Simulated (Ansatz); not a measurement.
IrPt:
```
CELL_PARAMETERS angstrom
      3.13409     0.00000     0.00000
      0.00000     3.13409     0.00000
      0.00000     0.00000     3.13409
ATOMIC_POSITIONS crystal
  Ir 0.00000 0.00000 0.00000
  Pt 0.50000 0.50000 0.50000
```

Relaxed with PBE. Special points in fractions of this cell's reciprocal vectors: Γ (0.000, 0.000, 0.000); X (0.000, 0.500, 0.000); M (0.500, 0.500, 0.000); R (0.500, 0.500, 0.500).

**Question.** List the band energies nearest the Fermi level at these points for PBE with spin–orbit coupling (plane waves, PAW; program Ansatz).

**Answer.** In eV from the Fermi level; about four levels below and three above (degenerate sets whole), none deeper than 8.9 eV; points with the same levels are listed once.

| k | below | above |
|---|---|---|
| Γ | -0.77 -0.77 -0.77 -0.77 | 0.58 0.58 0.58 0.58 |
| X | -1.04 -1.04 -0.13 -0.13 | 0.75 0.75 14.09 14.09 |
| M | -0.20 -0.20 -0.19 -0.19 -0.07 -0.07 | 1.54 1.54 1.59 1.59 |
| R | -0.86 -0.86 -0.86 -0.86 | 0.11 0.11 0.11 0.11 |

Space group Pm-3m (CsCl type). The start of the workflow was typed in or built on a structure type; neither database checked (COD, Materials Project) lists it. Its standing as an ambient phase is unchecked. Symmetry was held in the PBE relaxation; whether a distortion lowers the energy is not shown. The run is not spin-polarised. Its formation energy is positive at this level, so the cell may be metastable or incomplete.

Potentials: the earlier of the program's two PAW sets.
